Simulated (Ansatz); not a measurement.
Values for one crystal, relaxed and computed with r²SCAN in the plane-wave PAW code Ansatz; other levels are named.

Volume per atom: 19.38 Å³
Electronic character: metallic (no gap)
Formation energy from the elements (no fitted shifts): -1.17 eV/atom
Density of states at the Fermi level: 0.38 states/eV per atom (mean over ±0.08 eV)

Pick the material that matches.
(A) HfB, rock salt
(B) SmS, rock salt
(C) Hf2S, P6_3/mmc (Hf on 4f, S on 2b)
(D) PbS, P-6m2 (Pb on 1a, S on 1f)

C, Hf2S, P6_3/mmc (Hf on 4f, S on 2b)

The first step of the workflow began from a Materials Project structure, measured or hypothetical; the Crystallography Open Database copy checked does not list it. Whether it is the stable phase at ambient conditions was not checked. The r²SCAN relaxation kept the symmetry of its start; whether a distortion lowers the energy is not shown. The run is not spin-polarised. The references are the lowest solids computed at this level, not always the standard phases. Scalar-relativistic: spin–orbit coupling is off unless named, which matters more the heavier the elements.

Potentials: the later of the program's two PAW sets.
